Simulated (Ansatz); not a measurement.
The relaxed structure here is a generated cell of AlNi: the first start was made by a random draw of sites in a space group, and the end was not matched to a known phase here, so it may be hypothetical. Known forms of AlNi include space group No. 221.

The end point of a relaxation of AlNi. All values below come from r2SCAN (plane waves to 500 eV, PAW, scalar-relativistic; Ansatz, a first-principles code).

```
CELL_PARAMETERS angstrom
      2.56273     0.00000     0.00000
      0.00000     2.56273     0.00000
      0.00000     0.00000     4.57835
ATOMIC_POSITIONS crystal
  Al 0.00000 0.00000 0.50000
  Ni 0.00000 0.00000 0.00000
```

Problem. Find the space group and the Wyckoff positions (tolerance 0.01 Å).

Solution. Space group P4/mmm (No. 123); a = 2.563 Å, b = 2.563 Å, c = 4.578 Å, α = 90.00°, β = 90.00°, γ = 90.00°

```
atom  site  symmetry       x       y       z
----  ----  --------  ------  ------  ------
Al      1b     4/mmm  0.0000  0.0000  0.5000
Ni      1a     4/mmm  0.0000  0.0000  0.0000
```

Problem. Give the shortest distances between elements (the closest pairs, up to four, under 3.6 Å).

Solution. Al–Ni 2.29 Å; Al–Al 2.56 Å; Ni–Ni 2.56 Å.

| Item | Result |
|---|---|
| Volume per atom | 15.03 Å³ |
| Density | 4.73 g/cm³ |
| Band gap | no gap (metallic) |
| Magnetic moment | zero (the starting moments vanished) |

No spin polarisation in the result: the starting moments vanished. A magnetic state may lie lower.

The run could not lose the symmetry of its start: the end is stationary, and may be a saddle point rather than a minimum.

All atoms sit on sites fixed by symmetry, so only the cell could relax.
